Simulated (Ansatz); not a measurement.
SiSnO$_{3}$:
```yaml
crystal:
  lattice:
    - [3.46574, 0.00000, 0.00000]
    - [0.00000, 3.46574, 0.00000]
    - [0.00000, 0.00000, 4.68912]
  atoms:
    - { symbol: Si, position: [0.50000, 0.50000, 0.49030] }
    - { symbol: Sn, position: [0.00000, 0.00000, 0.01503] }
    - { symbol: O, position: [0.50000, 0.50000, 0.83807] }
    - { symbol: O, position: [0.50000, 0.00000, 0.38130] }
    - { symbol: O, position: [0.00000, 0.50000, 0.38130] }
```

Relaxed with PBEsol. Special points in fractions of this cell's reciprocal vectors: Γ (0.000, 0.000, 0.000); X (0.000, 0.500, 0.000); M (0.500, 0.500, 0.000); Z (0.000, 0.000, 0.500); R (0.000, 0.500, 0.500); A (0.500, 0.500, 0.500).

Question: List the band energies nearest the valence-band maximum at these points for plane-wave PAW PBEsol (Ansatz code).

Answer: In eV from the valence-band maximum; about four levels below and three above (degenerate sets whole), none deeper than 8.9 eV; points with the same levels are listed once.

| k | below | above |
|---|---|---|
| Γ | -4.02 -4.02 -3.96 -3.01 -3.01 | 0.71 4.56 5.79 5.79 |
| X | -4.48 -4.00 -3.69 0.00 | 1.44 4.56 4.77 |
| M | -5.45 -5.45 -4.27 -2.61 -1.51 | 2.84 4.20 4.20 |
| Z | -4.02 -2.94 -2.94 -2.06 | 1.46 2.03 6.23 6.23 |
| R | -4.49 -3.85 -3.74 -0.56 | 2.87 4.15 5.05 |
| A | -3.97 -3.26 -3.26 -1.51 | 3.53 3.53 3.84 |

Space group P4mm. A made-up cell: these elements were put on the sites of a structure type; neither database checked (COD, Materials Project) lists it. Its standing as an ambient phase is unchecked. Symmetry was held in the PBEsol relaxation; whether a distortion lowers the energy is not shown. Scalar-relativistic: spin–orbit coupling is off unless named, which matters more the heavier the elements.

Potentials: the earlier of the program's two PAW sets. The files were generated under PBE; for other functionals the program regenerates the frozen cores, and for LDA and PBEsol the local potential too.
